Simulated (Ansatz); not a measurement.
Method: Ansatz, DFT PBE, scalar-relativistic, plane waves, PAW. All cells share a 420 eV cutoff and Γ-centred k meshes spaced at most about 0.3 Å⁻¹ (about 0.25 or finer for metals, 2π included). No spin polarisation in the final relaxations.

Temperature and zero-point effects are left out.

Compare these two cells of MoRu2, each relaxed at this level.

A.

```yaml
crystal:
  lattice:
    - [4.78110, 0.00000, 0.00000]
    - [-2.39055, 4.14055, 0.00000]
    - [0.00000, 0.00000, 4.37365]
  atoms:
    - { symbol: Mo, position: [0.66667, 0.33333, 0.00000] }
    - { symbol: Mo, position: [0.33333, 0.66667, 0.00000] }
    - { symbol: Ru, position: [0.00000, 0.00000, 0.00000] }
    - { symbol: Ru, position: [0.00000, 0.33081, 0.50000] }
    - { symbol: Ru, position: [0.66919, 0.66919, 0.50000] }
    - { symbol: Ru, position: [0.33081, 0.00000, 0.50000] }
```

B.

```yaml
crystal:
  lattice:
    - [2.75350, 0.00000, 0.00000]
    - [-1.37675, 2.38460, 0.00000]
    - [0.00000, 0.00000, 13.19024]
  atoms:
    - { symbol: Mo, position: [0.33333, 0.66667, 0.83067] }
    - { symbol: Mo, position: [0.33333, 0.66667, 0.16933] }
    - { symbol: Ru, position: [0.33333, 0.66667, 0.50000] }
    - { symbol: Ru, position: [0.66667, 0.33333, 0.00000] }
    - { symbol: Ru, position: [0.66667, 0.33333, 0.33771] }
    - { symbol: Ru, position: [0.66667, 0.33333, 0.66229] }
```

Problem. Which arrangement of the elements on these sites is preferred, and by what margin?

Solution. A is lower, by 44 meV/atom. The two share one framework of sites and differ in which element sits where. A has Mo and Ru ordered on hcp sites, space group P-62m (No. 189), 14.4 Å³/atom and no gap on its mesh; B has Mo and Ru ordered on hcp sites, space group P-6m2 (No. 187), 14.4 Å³/atom and no gap. Counting all near atoms (those within 1.25 times the shortest distance at each site), A and B both have Mo 12, Ru 12. In A, Mo has 9 Ru at 2.71–2.76 Å and 3 Mo at 2.76 Å; around Ru on a site of symmetry -62m lie 6 Ru at 2.70 Å and 6 Mo at 2.76 Å; around Ru on a site of symmetry m2m lie 8 Ru at 2.70–2.77 Å and 4 Mo at 2.71 Å. In B, Mo has 6 Ru at 2.73–2.74 Å and 6 Mo at 2.75 Å; Ru on a site of symmetry -6m2 has 12 Ru at 2.67–2.75 Å; Ru on a second site of symmetry -6m2 is surrounded by 6 Mo at 2.74 Å and 6 Ru at 2.75 Å; 1 more site not described. Both come from invented guesses.

Cells relaxed within their symmetry can be saddle points.
